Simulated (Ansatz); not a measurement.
# HfO2: what each run costs

Cell: 6 atoms, space group P4_2/nmc, a = 3.558 Å, b = 3.558 Å, c = 5.172 Å, α = 90.00°, β = 90.00°, γ = 90.00°.

All runs are DFT with Ansatz 0.2.0 on 1 thread of Arm Neoverse V1 (aarch64; 8 cores open to the job, memory cap 3.0 GiB, no GPU), a shared host.

Problem. Rank the runs by wall time, shortest first.
A. dielectric tensor by linear response, PBE, 420 eV, 5×5×4 k-points, fixed occupations
B. single point, PBE, 420 eV, 5×5×4 k-points, smearing 0.02 eV
C. core holes on 2 sites, PBE, 420 eV, 4×4×4 k-points, fixed occupations, 24 atoms

Solution. B (6 s, 0.42 GiB), A (58 s, 0.59 GiB), C (10 min, 1.6 GiB).
